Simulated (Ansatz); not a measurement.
**BaZrO₃ (perovskite structure)**

The computed numbers are results of r²SCAN, scalar-relativistic (no spin polarisation) in the plane-wave PAW code Ansatz at 500 eV, 6×6×6 k-mesh, Gaussian smearing of 0.05 eV. The datasets are Ansatz's generated set soft_2.

```yaml
crystal:
  lattice:
    - [4.20505, 0.00000, 0.00000]
    - [0.00000, 4.20505, 0.00000]
    - [0.00000, 0.00000, 4.20505]
  atoms:
    - { symbol: Ba, position: [0.00000, 0.00000, 0.00000] }
    - { symbol: Zr, position: [0.50000, 0.50000, 0.50000] }
    - { symbol: O, position: [0.00000, 0.50000, 0.50000] }
    - { symbol: O, position: [0.50000, 0.50000, 0.00000] }
    - { symbol: O, position: [0.50000, 0.00000, 0.50000] }
```

The start was a prototype's sites filled with these elements; the Crystallography Open Database holds the compound in this structure. The ideal cubic cell shuts out tilts of the octahedra, which such structures often take.

The cell is relaxed to zero pressure at this level.

Elastic constants come from the stress of slightly strained cells with relaxed atoms, in GPa, Voigt order xx, yy, zz, yz, xz, xy in the Cartesian frame of the vectors above.

```
318.7  85.5  85.5   0.0   0.0   0.0
 85.5 318.7  85.5   0.0   0.0   0.0
 85.5  85.5 318.7   0.0   0.0   0.0
  0.0   0.0   0.0  91.0   0.0   0.0
  0.0   0.0   0.0   0.0  91.0   0.0
  0.0   0.0   0.0   0.0   0.0  91.0
```

Task: Work out the Voigt, Reuss and Hill moduli.

Result: Voigt: K = (C11 + C22 + C33 + 2(C12 + C13 + C23))/9 = 163 GPa, G = (C11 + C22 + C33 − C12 − C13 − C23 + 3(C44 + C55 + C66))/15 = 101 GPa. Reuss, from the compliances S = C⁻¹: K = 163 GPa, G = 100 GPa. Hill means: K = 163 GPa, G = 101 GPa.

Task: And Young's modulus, Poisson's ratio, Pugh's ratio and the anisotropy?

Result: E = 9KG/(3K + G) = 250 GPa, ν = (3K − 2G)/(6K + 2G) = 0.24, K/G = 1.62 (under the 1.75 that Pugh's rule, made for metals, takes as the line between brittle and ductile), universal anisotropy index 5G_V/G_R + K_V/K_R − 6 = 0.07. The eigenvalues of C are 91, 91, 91, 233, 233, 490 GPa, all positive.

Task: What sound velocities and Debye temperature follow for a polycrystal?

Result: With a density of 6.176 g/cm³ (mean mass 55.3 u, 14.87 Å³/atom), K = 163.3 and G = 100.5 GPa from the unrounded constants, v_l = √((K + 4G/3)/ρ) = 6940 m/s and v_t = √(G/ρ) = 4030 m/s. The mean [(1/v_l³ + 2/v_t³)/3]^(−1/3) is 4480 m/s, and θ_D = (ħ/k_B)(6π²/V)^(1/3) v_m ≈ 540 K, with V the volume an atom. This is the low-temperature, elastic estimate.

For a cubic crystal three numbers say it all: C11 = 318.7, C12 = 85.5, C44 = 91.0 GPa. K = (C11 + 2C12)/3 = 163.3 GPa. The two shear moduli are C44 and C′ = (C11 − C12)/2 = 116.6 GPa, so Zener's ratio C44/C′ is 0.78: the crystal is stiffest along ⟨100⟩ and softest along ⟨111⟩. The Cauchy pressure C12 − C44 is -5.5 GPa; pair forces would make it zero if every atom sat on a centre of inversion, as here.

The equation of state, an independent route, gives B0 = 163 GPa, against 163 GPa here.

It ran for 8.3 s on 4 threads of AMD EPYC 9R45 96-Core Processor (Zen 5), with other jobs on the host, peak memory 0.68 GiB.

No spin–orbit coupling, a notable omission for heavy elements.
